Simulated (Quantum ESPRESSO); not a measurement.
In3GaNO4F, a curve over one atom's position

A calculation, not a measurement. The program is pw.x of Quantum ESPRESSO 7.5 (plane-wave density functional theory). The cell is made up: 10 atoms on a corundum lattice, with randomly drawn elements, strain and displacements, not relaxed. PseudoDojo standard norm-conserving files (v0.5 for PBE, v0.4.1 for LDA and PBEsol) set the functional; there is no spin polarisation, spin-orbit coupling or dispersion term, and the masses in the input are unused placeholders.

Seven runs move atom 9 (O, counted in the order of the input) along x and keep all else fixed.

Input of the run at +0.0079:

```
&control calculation='scf', pseudo_dir='./dojo.nc.sr.pbe.v0_5.standard.upf', outdir='./o', disk_io='low', tprnfor=.true., tstress=.true. /
&system ibrav=0, nat=10, ntyp=5, nbnd=54, ecutwfc=84.00895049, nosym=.true., tot_charge=0,
 occupations='smearing', smearing='fd', degauss=0.0073498644
/
&electrons conv_thr=7.350e-09, electron_maxstep=60, /
ATOMIC_SPECIES
F 1.0 F.upf
Ga 1.0 Ga.upf
In 1.0 In.upf
N 1.0 N.upf
O 1.0 O.upf
CELL_PARAMETERS angstrom
2.757 1.5918 4.8826
-2.757 1.5918 4.8826
0.0 -3.1835 4.8826
ATOMIC_POSITIONS angstrom
In 0.178 -0.12 5.2193
In 0.0134 -0.0165 2.195
Ga -0.0586 -0.1061 9.4551
In -0.0043 0.1356 12.6417
N -1.0634 1.5658 8.5783
O -0.8739 -1.7654 8.5236
O 1.7894 0.1596 8.5966
O 1.1442 -1.5949 6.0732
O 0.7941 1.7585 6.056
F -1.8692 -0.1487 6.0043
K_POINTS automatic
7 7 7 1 1 1
```

```
shift of atom 9 along x (Å)  free energy less that of the input shown (eV)  Fx on atom 9 (eV/Å)  Fy on atom 9 (eV/Å)  Fz on atom 9 (eV/Å)  pressure (GPa)  iterations
                    -0.0994                                         0.0631                0.931                1.230                0.109            2.30          13
                    -0.0839                                         0.0494                0.837                1.209                0.094            2.25          13
                    -0.0164                                         0.0075                0.394                1.112                0.010            2.12          13
                    +0.0079                                         0.0000                0.221                1.074               -0.029            2.10          13
                    +0.0384                                        -0.0033               -0.010                1.027               -0.086            2.09          13
                    +0.0687                                         0.0007               -0.254                0.979               -0.152            2.10          13
                    +0.0867                                         0.0066               -0.407                0.952               -0.197            2.12          13
```

A cubic fit gives dFx/dx = -7.21 eV/Å² at zero shift. Across the table the free energy follows the integral of the force to within 0.1 meV. A rerun of one of the cells at a cutoff of 1437 eV and k mesh 9 x 9 x 9 moved values by no more than 0.003 eV in energy, 0.03 GPa in stress and 0.002 eV/Å in force.